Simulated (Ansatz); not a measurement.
**Relaxing a structure of Al2O3**

The start is a generated cell, Al2O3 built in the corundum structure type. A full variable-cell relaxation at zero pressure is run with PBE (plane waves to 420 eV, PAW, scalar-relativistic; Ansatz, a quantum-chemistry and plane-wave program). The first steps use a coarse 6×6×6 k-mesh.

Starting cell:
```
CELL_PARAMETERS angstrom
      2.38035     1.37430     4.33157
     -2.38035     1.37430     4.33157
      0.00000    -2.74859     4.33157
ATOMIC_POSITIONS crystal
  Al 0.35216 0.35216 0.35216
  Al 0.14784 0.14784 0.14784
  Al 0.64784 0.64784 0.64784
  Al 0.85216 0.85216 0.85216
  O  0.55610 0.94390 0.25000
  O  0.25000 0.55610 0.94390
  O  0.94390 0.25000 0.55610
  O  0.44390 0.05610 0.75000
  O  0.75000 0.44390 0.05610
  O  0.05610 0.75000 0.44390
```

Question: What pressure does the first self-consistent step give?

Answer: +7.2 GPa (positive: the cell is compressed).

Question: Which atoms feel the largest initial force, and how large is it?

Answer: 0.04 eV/Å, on O5, O6, O7, O8, O9, O10 (atoms numbered as listed).

Question: How does the volume change?

Answer: +3.0 %, from 8.50 to 8.76 Å³/atom.

Question: How do the shortest distances between atoms change?

Answer: The closest pairs of elements (up to four, under 3.6 Å), start → end: Al–O 1.86 → 1.87 Å; O–O 2.52 → 2.55 Å; Al–Al 2.66 → 2.68 Å.

Question: What does it relax into? Give the structure.

Answer: 
Space group R-3c, hexagonal axes (No. 167); a = b = 4.8080 Å, c = 13.1216 Å, α = β = 90.00°, γ = 120.00°

```
atom  site  symmetry       x       y       z
----  ----  --------  ------  ------  ------
Al     12c        3.  0.0000  0.0000  0.1479
O      18e        .2  0.3062  0.3062  0.2500
```
(The calculation used a cell of 10 atoms; values per cell refer to that cell.)

The space group stays R-3c (No. 167) (the run could not lower it); the end is corundum type, with 10 atoms in the primitive cell. Final values are on a 8×8×8 k-mesh of the relaxed cell. No spin polarisation in the result.

The run could not lose the symmetry of its start; a randomly shaken copy of 10 atoms returns to this structure.
